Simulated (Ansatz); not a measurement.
TiS₂:
```xyz
3
Lattice="3.3602 0.0000 0.0000 -1.6801 2.9100 0.0000 0.0000 0.0000 5.5204" Properties=species:S:1:pos:R:3 pbc="T T T"
S      0.0000     1.9400     1.4281
S      1.6801     0.9700     4.0922
Ti     0.0000     0.0000     0.0000
```

Relaxed with PBE+D3(BJ).

Problem. List the phonon frequencies at the special points (DFPT on a 3×3×2 q-mesh, Fourier-interpolated; DFT-PBE+D3(BJ) in the program Ansatz with PAW potentials).

Solution. In cm⁻¹; no LO–TO term at Γ, as the run had none.

```
q                          frequencies
-  -----------------------------------
Γ        0 0 0 173 173 243 243 341 382
M  106 127 189 234 247 288 289 346 390
K  125 211 211 264 264 276 321 338 338
A     47 47 85 177 177 239 239 327 403
L  118 118 185 222 250 289 292 349 380
H  117 218 218 260 260 273 320 339 339
```

Space group P-3m1 (CdI2 type). Symmetry was held in the PBE+D3(BJ) relaxation; phonons on a q-mesh show no instability. No spin polarisation was allowed. As this level gives no gap, phonon frequencies hold no LO–TO term and depend on the k-mesh and smearing (Fermi–Dirac, 0.1 eV here).

Potentials: the later of the program's two PAW sets.
